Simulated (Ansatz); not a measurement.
Al (fcc (Cu type), Fm-3m) under volume change, LDA in the plane-wave PAW code Ansatz, scaled uniformly.

```
V (Å³/atom)  E − E(relaxed) (meV/atom)  P (GPa)
-----------  -------------------------  -------
14.381                             [?]      [?]
14.855                            16.4     5.89
15.329                             [?]      [?]
15.803                             0.0     0.00
16.277                             3.4    -2.27
16.751                            13.1    -4.23
17.225                            28.2    -5.91
```

### Question
What belongs in the gaps?

### Answer

- 14.381, E − E(relaxed) (meV/atom): 39.3
- 14.381, P (GPa): 9.70
- 15.329, E − E(relaxed) (meV/atom): 3.9
- 15.329, P (GPa): 2.69

### Question
What does a third-order Birch–Murnaghan fit give for V₀, B₀ and B′?

### Answer
V₀ = 15.80 Å³/atom, B₀ = 83.0 GPa, B′ = 4.5.

Symmetry was held in the LDA relaxation.

Potentials: the later of the program's two PAW sets.
